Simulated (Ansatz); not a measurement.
Level of theory: Ansatz, DFT PBE, scalar-relativistic, plane waves, PAW. All cells share a 420 eV cutoff and Γ-centred k meshes spaced at most about 0.3 Å⁻¹ (about 0.25 or finer for metals, 2π included). No spin polarisation in the final relaxations.

All energies are static (0 K, no zero-point motion). All come from trial cells, and lower structures may exist.

Question: These unrelaxed guesses for Ta5W are each relaxed within their symmetry. Order them by the energy at which they end, lowest first.
A.

```xyz
6
Lattice="1.6151 -2.2842 0.0000 1.6151 2.2842 0.0000 0.0000 0.0000 13.7050" Properties=species:S:1:pos:R:3 pbc="T T T"
Ta    0.0000    0.0000    2.2842
Ta    1.6151    0.0000    4.5683
Ta    0.0000    0.0000    6.8525
Ta    1.6151    0.0000    9.1366
Ta    0.0000    0.0000   11.4208
W     1.6151    0.0000    0.0000
```

B.

```xyz
6
Lattice="2.8779 0.0000 0.0000 0.0000 4.0699 0.0000 0.0000 0.0000 8.6336" Properties=species:S:1:pos:R:3 pbc="T T T"
Ta    0.0000    0.0000    7.1947
Ta    1.4389    2.0350    0.0000
Ta    0.0000    0.0000    1.4389
Ta    1.4389    2.0350    2.8779
Ta    1.4389    2.0350    5.7557
W     0.0000    0.0000    4.3168
```

C.

```xyz
6
Lattice="2.8779 0.0000 0.0000 0.0000 2.8779 0.0000 0.0000 0.0000 12.2097" Properties=species:S:1:pos:R:3 pbc="T T T"
Ta    0.0000    0.0000   10.1748
Ta    1.4389    1.4389    0.0000
Ta    0.0000    0.0000    2.0350
Ta    1.4389    1.4389    4.0699
Ta    1.4389    1.4389    8.1398
W     0.0000    0.0000    6.1049
```

Answer: A (ends in Cmmm, 0 meV/atom), B (ends in Pmmm, 206 meV/atom), C (ends in P4/mmm, 222 meV/atom).

Spin–orbit coupling, which can matter for Ta and W, is left out. A magnetic state wasn't ruled out in cells without spin, among them P4/mmm. Cells relaxed within their symmetry can be saddle points. Some types were kept out of the candidates beforehand, so the set may lack a known form.
